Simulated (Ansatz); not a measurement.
## ZrIn, first-principles data

ZrIn:
```
ZrIn
1.0
    3.15161     0.00000     0.00000
    0.00000     3.15161     0.00000
    0.00000     0.00000     4.42046
Zr In
1 1
Direct
  0.00000   0.00000   0.00000
  0.50000   0.50000   0.50000
```

Space group P4/mmm (No. 123), L1₀ or tetragonal B2; conventional cell a = b = 3.1516 Å, c = 4.4205 Å, α = β = γ = 90.00°.

Method: r²SCAN (plane waves, PAW; program Ansatz). Structure relaxed to zero pressure with the same functional. Other levels are named where they apply.

**Cell and energy**

| Property | Result |
|---|---|
| Volume per atom | 21.95 Å³ |
| Density | 7.79 g/cm³ |
| Formation energy from the elements (no fitted shifts) | -0.44 eV/atom |

**Electronic structure**

| Property | Value |
|---|---|
| Electronic character | metallic (no gap) |
| Density of states at the Fermi level | 0.58 states/eV per atom (mean over ±0.08 eV) |

The workflow started from a Materials Project entry (that database holds measured and hypothetical structures alike); the Crystallography Open Database copy checked does not list it. With Zr and In taken as one species the cell has the higher symmetry Fm-3m, so it may be an ordered model of a mixed-site phase. Its standing as an ambient phase is unchecked. The cell was relaxed with r²SCAN under the symmetry of its start; its stability against distortions is not shown here. No spin polarisation was allowed. Axis ratios of metals converge slowly with the k-mesh, so a and c are less sure than the volume. The references are the lowest solids computed at this level, not always the standard phases. Spin–orbit coupling is left out wherever it is not named.

Potentials: the later of the program's two PAW sets.
